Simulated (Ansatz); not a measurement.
Phonon dispersion of Cd$_{3}$O

Computed with DFT PBE, scalar-relativistic, plane waves, PAW (Ansatz). Plane waves to 420 eV; Γ-centred k mesh 6×6×6; Gaussian smearing of 0.10 eV. No spin polarisation. Phonons by linear response, acoustic sum rule imposed.

Relaxed structure:
```xyz
8
Lattice="5.2926 0.0000 0.0000 -2.6463 4.5835 0.0000 0.0000 0.0000 6.2802" Properties=species:S:1:pos:R:3 pbc="T T T"
Cd    1.8385    0.0000    1.5701
Cd   -0.9192    1.5922    1.5701
Cd    1.7270    2.9913    1.5701
Cd    3.4541    0.0000    4.7102
Cd   -1.7270    2.9913    4.7102
Cd    0.9192    1.5922    4.7102
O     0.0000    0.0000    0.0000
O     0.0000    0.0000    3.1401
```

It was reached by relaxing an invented guess, and it needn't be the stable form of this composition. In a metal, frequencies and elastic constants depend on the k mesh and the smearing, soft modes and shear constants most. Some empty bands missed the eigensolver's threshold. The q mesh is coarse, so values between its points are rough.

Force constants from linear response on a 2×2×1 q mesh.

Path: Γ–M–K–Γ–A–L–H–A | L–M | H–K. Only the points of the 2×2×1 mesh were computed; the rest is interpolation, which is rough on so few points. On the mesh no mode is imaginary. Distance along the path (Å⁻¹), then the branches (cm⁻¹, negative for imaginary):
```
0.000  0 0 0 42 42 52 52 58 58 84 84 116 117 119 120 120 125 153 190 203 203 210 210 338
0.171  11 17 34 43 51 52 52 57 60 83 88 110 110 114 118 126 132 155 192 206 208 210 211 333
0.343  20 32 47 50 53 57 63 66 68 79 89 98 101 109 120 131 137 158 197 203 209 213 233 322
0.514  27 45 48 52 54 57 64 70 78 81 89 94 99 105 119 134 134 160 198 202 207 221 257 311
0.685  30 46 53 55 56 57 63 64 78 78 85 103 106 108 114 127 135 161 196 205 207 224 266 306
0.784  31 46 52 54 55 58 63 64 77 78 83 103 108 109 116 127 135 160 196 205 206 227 266 305
0.883  33 46 50 52 54 59 62 67 76 78 81 103 111 112 119 126 134 157 197 204 206 235 263 304
0.982  36 47 48 49 54 60 62 69 74 78 79 103 114 116 123 124 132 154 198 202 206 244 259 302
1.081  37 48 48 48 54 61 61 72 72 78 78 103 118 118 121 128 128 152 200 200 207 253 253 302
1.279  32 46 49 49 52 59 63 71 77 80 81 103 104 109 122 128 136 156 198 204 205 237 256 306
1.477  23 35 48 51 51 58 64 72 76 77 87 93 100 108 122 130 138 158 199 202 207 220 239 318
1.675  12 19 39 44 52 52 53 57 60 83 89 108 109 113 118 127 134 155 193 207 208 210 213 332
1.873  0 0 0 42 42 52 52 58 58 84 84 116 117 119 120 120 125 153 190 203 203 210 210 338
1.998  10 10 24 41 41 52 52 57 57 86 86 114 117 119 119 120 125 151 198 203 203 210 210 334
2.123  19 19 39 39 47 53 53 57 57 90 90 108 116 116 118 124 124 146 204 204 209 209 219 321
2.248  27 27 36 36 54 54 56 56 67 97 97 98 111 111 120 123 129 140 205 205 208 208 246 300
2.373  32 32 32 32 55 55 55 55 84 84 104 104 104 104 121 121 134 134 206 206 206 206 275 275
2.544  35 35 44 44 55 55 56 56 83 83 99 99 101 101 124 124 137 137 208 208 210 210 273 273
2.716  41 41 54 54 57 57 68 68 80 80 89 89 95 95 128 128 142 142 211 211 219 219 268 268
2.887  49 49 54 54 58 58 76 76 80 80 82 82 96 96 125 125 144 144 215 215 230 230 264 264
3.058  53 53 55 55 58 58 74 74 78 78 78 78 110 110 116 116 145 145 216 216 234 234 262 262
3.157  53 53 55 55 57 57 74 74 78 78 78 78 111 111 117 117 144 144 218 218 234 234 262 262
3.256  52 52 55 55 57 57 74 74 77 77 78 78 113 113 119 119 141 141 221 221 233 233 261 261
3.355  51 51 54 54 56 56 75 75 76 76 78 78 117 117 122 122 137 137 225 225 231 231 260 260
3.454  51 51 55 55 55 55 75 75 75 75 78 78 121 121 121 121 135 135 229 229 229 229 260 260
3.652  49 49 54 54 57 57 76 76 77 77 79 79 105 105 127 127 139 139 222 222 230 230 262 262
3.850  43 43 54 54 57 57 74 74 80 80 86 86 93 93 129 129 141 141 214 214 222 222 267 267
4.048  36 36 48 48 54 54 56 56 82 82 97 97 100 100 125 125 138 138 208 208 211 211 272 272
4.245  32 32 32 32 55 55 55 55 84 84 104 104 104 104 121 121 134 134 206 206 206 206 275 275
4.308  53 53 55 56 56 59 70 73 78 78 78 83 109 110 114 118 143 148 215 218 227 241 252 271
4.433  51 53 55 55 56 56 61 69 78 78 81 92 109 111 112 122 140 152 211 214 221 233 253 287
4.558  42 48 53 55 55 57 62 66 78 78 83 99 108 108 113 125 137 157 203 208 216 223 261 299
4.683  32 46 53 55 56 57 63 64 78 78 84 103 106 108 114 127 136 160 196 206 207 224 266 305
4.746  51 51 55 55 55 55 75 75 75 75 78 78 121 121 121 121 135 135 229 229 229 229 260 260
4.871  50 52 52 52 57 57 65 74 74 76 76 88 119 119 123 123 129 140 218 218 238 238 242 277
4.996  49 50 50 52 53 59 59 73 73 77 77 96 118 118 125 125 125 146 209 209 225 246 246 290
5.121  41 48 48 48 54 60 60 72 72 78 78 101 118 118 122 127 127 150 202 202 212 251 251 299
5.246  37 48 48 48 54 61 61 72 72 78 78 103 118 118 121 128 128 152 200 200 207 253 253 302
```
